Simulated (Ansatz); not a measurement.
The following input was run with Ansatz 0.2.0.

```yaml
crystal:
  lattice:
    - [4.4808561943, 0.0, 0.0]
    - [-2.2404280971, 3.880535295, 0.0]
    - [0.0, 0.0, 7.3045240608]
  atoms:
    - { symbol: Cd, position: [0.3333333333, 0.6666666667, 0.0045109635] }
    - { symbol: Cd, position: [0.6666666667, 0.3333333333, 0.5045109635] }
    - { symbol: Se, position: [0.3333333333, 0.6666666667, 0.3804890365] }
    - { symbol: Se, position: [0.6666666667, 0.3333333333, 0.8804890365] }
basis:
  ecutwfc: 500
kpoints:
  mp_grid: { grid: [6, 6, 4] }
hamiltonian:
  xc: r2scan
scf:
  occupations: { method: gaussian, width: 0.02 }
output:
  forces: true
  stress: true
  eigenvalues: true
relax:
  adjacent_minimum: "off"
  f_tol: 0.01
  max_steps: 30
  cell: { stress_tol: 0.1, fix: [volume] }
```

Run as
```bash
ansatz run input.yaml --threads 1 --pin off --max-ram 2560MiB --backend cpu --events-out ev --progress --plain --runs-dir out
```

Method: DFT r2SCAN, scalar-relativistic, plane waves, PAW in Ansatz 0.2.0.

Part of what the program printed, abridged:

```
Pseudopotentials: kind: paw
Pseudopotential: Cd, paw, valence charge 20, recommended cutoff 500 eV (meta_gga)
Pseudopotential: Se, paw, valence charge 16, recommended cutoff 500 eV (meta_gga)
Functional definition: r2SCAN
Crystal: 4 atoms, lattice volume = 127.012 Å³
Basis set: ecut = 500 eV, 3237 PW (Γ), exchange–correlation on 144×144×216 points (64 copies of the dense FFT grid, shifted against one another)
Bands: 44, of which v1, the nominal top of the filled ones, is band 36 counted from 1 (35 counted from 0)
Symmetry: 12 space group operations
Space group: P63mc (ITA 186), of the structure as read, at distance tolerance 5.0e-5 Å
k-points: 21 of 144 (time reversal used)
Initial density: superposition of atomic densities (neutral atoms: chi_scale 0, normalization atom), corrected by the library's trained network
Initial wavefunctions: pseudopotential atomic-orbital guess
Functional: x = r2scan, c = r2scan; τ floored in thin density (d = 2e-4 eV/Å³)
SCF iter   1: F=—  HF=-27495.503481 eV  |F-HF|=—  |Δ(HF+E_count)|=         —  Δρ=5.04e-3  dr2=2.21e-2  dr2_τ=2.85e-2  ethr=1.77e-3  ⟨swp⟩=6.6  Hψ=3491  notcnv=0
SCF iter   2: F=—  HF=-27495.513205 eV  |F-HF|=—  |Δ(HF+E_count)|=   9.72e-3  Δρ=2.76e-3  dr2=5.31e-3  dr2_τ=1.04e-3  ethr=3.06e-5  ⟨swp⟩=2.4  Hψ=1828  notcnv=0  defer=64
SCF iter   3: F=—  HF=-27495.515445 eV  |F-HF|=—  |Δ(HF+E_count)|=   2.24e-3  Δρ=9.15e-4  dr2=9.54e-4  dr2_τ=7.07e-5  ethr=7.37e-6  ⟨swp⟩=2.7  Hψ=1536  notcnv=0  defer=64
SCF iter   4: F=—  HF=-27495.515801 eV  |F-HF|=—  |Δ(HF+E_count)|=   3.56e-4  Δρ=1.95e-4  dr2=5.96e-5  dr2_τ=2.68e-6  ethr=1.33e-6  ⟨swp⟩=2.0  Hψ=1306  notcnv=0  defer=64
SCF iter   5: F=—  HF=-27495.515836 eV  |F-HF|=—  |Δ(HF+E_count)|=   3.44e-5  Δρ=7.03e-5  dr2=8.09e-6  dr2_τ=1.88e-7  ethr=8.27e-8  ⟨swp⟩=2.0  Hψ=1238  notcnv=0  defer=64
SCF iter   6: F=—  HF=-27495.515838 eV  |F-HF|=—  |Δ(HF+E_count)|=   2.78e-6  Δρ=1.70e-5  dr2=4.91e-7  dr2_τ=8.95e-9  ethr=1.12e-8  ⟨swp⟩=2.0  Hψ=1238  notcnv=0  defer=64
SCF iter   7: F=-27495.515839 eV  HF=-27495.515839 eV  |F-HF|=4.13e-9  |Δ(HF+E_count)|=   2.97e-7  Δρ=5.90e-6  dr2=4.67e-8  dr2_τ=2.23e-9  ethr=1.39e-10  ⟨swp⟩=8.8  Hψ=4259  notcnv=0
SCF 1 converged in 7 iterations: F = -27495.515839 eV  dr2 = 4.67e-8
relax step   1: F+E_penalty+E_count = -27495.51583875 eV  Δ(F+E_penalty+E_count) = +0.000e0 eV  max|allowed force component| = 6.148e-3 eV/Å  Δτ_max = 0.0000 Å  P = -3.940 GPa  Ω = 127.012 Å³  fix = [volume]  reactions: volume -3.940 GPa (7 SCF iters, dr2 threshold 1.00e-7 eV, accepted)
Initial density: handed on by an earlier stage of this run
Initial wavefunctions: pseudopotential atomic-orbital guess (no wavefunctions were taken with the density)
SCF iter   1: F=—  HF=-27495.515844 eV  |F-HF|=—  |Δ(HF+E_count)|=         —  Δρ=5.88e-6  dr2=4.62e-8  dr2_τ=2.30e-9  ethr=6.66e-8  ⟨swp⟩=3.0  Hψ=5832  notcnv=0
SCF iter   2: F=—  HF=-27495.515839 eV  |F-HF|=—  |Δ(HF+E_count)|=   5.68e-6  Δρ=2.42e-6  dr2=1.27e-8  dr2_τ=2.32e-10  ethr=6.41e-11  ⟨swp⟩=2.0  Hψ=1680  notcnv=0
SCF iter   3: F=—  HF=-27495.515839 eV  |F-HF|=—  |Δ(HF+E_count)|=   8.22e-9  Δρ=9.98e-7  dr2=2.75e-9  dr2_τ=6.45e-11  ethr=1.76e-11  ⟨swp⟩=2.0  Hψ=1037  notcnv=0
SCF iter   4: F=-27495.515839 eV  HF=-27495.515839 eV  |F-HF|=5.09e-11  |Δ(HF+E_count)|=   2.83e-9  Δρ=2.10e-7  dr2=8.97e-11  dr2_τ=4.91e-12  ethr=1.00e-12  ⟨swp⟩=2.6  Hψ=3089  notcnv=0
SCF 2 converged in 4 iterations: F = -27495.515839 eV  dr2 = 8.97e-11
SCF converged after 4 iterations
Free energy (F): -27495.515839 eV
Harris-Foulkes:  -27495.515839 eV  (|F-HF|=5.09e-11)
Internal energy: -27495.515839 eV  (E = F + TS)
E sigma→0 (E₀):  -27495.515839 eV
Fermi energy:    5.992674 eV
--- Per-component energies (eV) ---
  E_band       = -1955.424773
  E_kinetic    = 1244.187199
  E_local      = -13339.796293  (includes V_loc(G=0)·N_el)
  E_nonlocal   = -1120.526915
  E_hartree    = 6313.534604
  E_xc         = -530.696619
  E_vxc        = -699.748514  (∫ρ·V_xc dr)
  E_paw        = -12063.960449  (= ΣΔE_a)
  E_vpaw       = -711.619250  (= ΣTr[D̂ρ^β])
  E_aug_tail   = -0.000403  (compensation charges beyond the density's cutoff)
  E_vtau       = 45.010218  (kinetic-family band-sum trace: ∫τ·v_τ [+ j·A + Jᵃ·Aᵃ] dr)
  E_ewald      = -7993.597881
  E_core_change = -4.659082  (= ΣΔE_core)
  E_smearing   =  0.000000  (= −TS)
--- Forces (eV/Å), atoms counted from 1 ---
  atom   1  Cd     0.00000000     0.00000000    -0.00615255
  atom   2  Cd     0.00000000     0.00000000    -0.00615255
  atom   3  Se     0.00000000     0.00000000     0.00615055
  atom   4  Se     0.00000000     0.00000000     0.00615055
--- Stress (GPa, compression-positive) ---
       -3.937176       0.000000       0.000000
        0.000000      -3.937176       0.000000
        0.000000       0.000000      -3.946361
  P = ⅓ Tr σ = -3.9402 GPa (-39.402 kbar)
--- Band table (eV; the first three rows and the last of 21) ---
  k-point 0: bands = ["-98.6991", "-98.6991", "-58.8589", "-58.8588", "-58.8586", "-58.8586", "-58.8586", "-58.8586", "-41.5734", "-41.5733", "-41.5728", "-41.5728", "-41.5728", "-41.5728", "-41.5698", "-41.5698", "-41.5698", "-41.5698", "-6.8273", "-6.5407", "-2.3265", "-2.3218", "-2.3218", "-2.2713", "-2.2713", "-2.0798", "-2.0798", "-2.0377", "-2.0377", "-1.8293", "1.8190", "4.9416", "4.9416", "5.5234", "5.5544", "5.5544", "6.4306", "8.0642", "11.9149", "11.9149", "12.2024", "12.9830", "12.9830", "13.2105"]
  k-point 1: bands = ["-98.6991", "-98.6991", "-58.8589", "-58.8588", "-58.8586", "-58.8586", "-58.8586", "-58.8586", "-41.5734", "-41.5733", "-41.5728", "-41.5728", "-41.5728", "-41.5728", "-41.5698", "-41.5698", "-41.5698", "-41.5698", "-6.7849", "-6.5820", "-2.3158", "-2.3158", "-2.2864", "-2.2802", "-2.2802", "-2.0725", "-2.0725", "-2.0426", "-2.0426", "-1.9494", "2.2284", "4.5018", "5.0260", "5.0260", "5.4587", "5.4587", "7.3745", "8.1372", "11.7249", "11.9945", "11.9945", "12.5671", "12.7191", "12.7191"]
  k-point 2: bands = ["-98.6991", "-98.6991", "-58.8589", "-58.8589", "-58.8586", "-58.8586", "-58.8586", "-58.8586", "-41.5733", "-41.5733", "-41.5728", "-41.5728", "-41.5728", "-41.5728", "-41.5698", "-41.5698", "-41.5698", "-41.5698", "-6.6829", "-6.6829", "-2.2994", "-2.2994", "-2.2994", "-2.2994", "-2.1546", "-2.1546", "-2.0564", "-2.0564", "-2.0564", "-2.0564", "3.2340", "3.2340", "5.2367", "5.2367", "5.2367", "5.2367", "8.1138", "8.1138", "11.6479", "11.6479", "12.2762", "12.2762", "12.2762", "12.2762"]
  k-point 20: bands = ["-98.6991", "-98.6991", "-58.8589", "-58.8589", "-58.8587", "-58.8587", "-58.8587", "-58.8587", "-41.5733", "-41.5733", "-41.5728", "-41.5728", "-41.5728", "-41.5728", "-41.5698", "-41.5698", "-41.5698", "-41.5698", "-6.4734", "-6.4734", "-2.2128", "-2.2128", "-2.2060", "-2.2060", "-2.0743", "-2.0743", "-2.0705", "-2.0705", "-1.7409", "-1.7409", "2.0192", "2.0192", "3.5629", "3.5629", "4.6552", "4.6552", "9.5500", "9.5500", "11.6444", "11.6444", "11.9700", "11.9700", "14.5506", "14.5506"]
--- Relaxed structure (1 steps of the walk, 1 accepted, 1 SCFs on fresh bases) ---
  F+E_penalty+E_count = -27495.51583877 eV   max|allowed force component| = 6.152e-3 eV/Å   (the final SCF, on the basis selected at the relaxed cell)
  cell:  # Å, volume = 127.0119 Å³
    - [4.48085619, 0.0, 0.0]
    - [-2.24042809, 3.88053529, 0.0]
    - [0.0, 0.0, 7.3045240608]
  atoms:
    - { symbol: Cd, position: [0.33333333, 0.66666666, 0.00451096] }
    - { symbol: Cd, position: [0.66666666, 0.33333333, 0.50451096] }
    - { symbol: Se, position: [0.33333333, 0.66666666, 0.38048903] }
    - { symbol: Se, position: [0.66666666, 0.33333333, 0.88048903] }
```

The relaxation met its thresholds.

The run took 60 s on 1 thread of Intel(R) Xeon(R) Processor @ 2.50GHz (Skylake/Cascade Lake), with other jobs on the host, peak memory 0.7 GiB.